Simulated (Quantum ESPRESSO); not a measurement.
For atom 2 (Mg) of CaMgF4 in Cmmm, the PAW reconstruction of the field gradient on a scalar-relativistic PBE ground state (a modified build of Quantum ESPRESSO, JTH datasets) gives this field-gradient tensor in Cartesian axes (atomic units, 1 a.u. = 9.7174×10²¹ V/m²):

```
 0.0240  -0.1455   0.0000
-0.1455   0.0240   0.0000
 0.0000   0.0000  -0.0481
```

The cell was made here from a computed Materials Project entry: one of 2 Mg replaced by Ca, cell and atoms relaxed (PBE without dispersion, pw.x of Quantum ESPRESSO, symmetry kept). The parent is MgF2 in P4₂/mnm. The swapped cell is a model, not a known phase. Stability against distortions was not tested.  Cores are frozen. Against all-electron runs on small test molecules, this scheme's |Vzz| missed by −6 to +4 % (−29 % in KF) on F. Ca, Mg had no test against all-electron runs.

### Question
Find the principal values, η_Q, |C_Q|, ν_Q and P_Q for ²⁵Mg (I = 5/2, |Q| = 0.199 barn), and the second-order MAS shift at 11.7 T.

### Answer
Eigenvalues (principal values) by size: Vxx = -0.0481, Vyy = -0.1215, Vzz = 0.1696 a.u. (they sum to zero).
η_Q = (Vxx − Vyy)/Vzz = 0.43.
|C_Q| = 234.96 MHz × |Q|/barn × |Vzz|/a.u. = 234.96 × 0.199 × 0.1696 = 7.93 MHz.
Quadrupole frequency ν_Q = 3C_Q/[2I(2I − 1)] = 1.19 MHz, and P_Q = C_Q(1 + η²/3)^½ = 8.17 MHz.
At 11.7 T the Larmor frequency is ν0 = 30.5 MHz, and the second-order shift of the central transition's centre of gravity under MAS is −(3/40)(P_Q/ν0)²[I(I + 1) − 3/4]/[I²(2I − 1)²] × 10⁶ = -430 ppm.
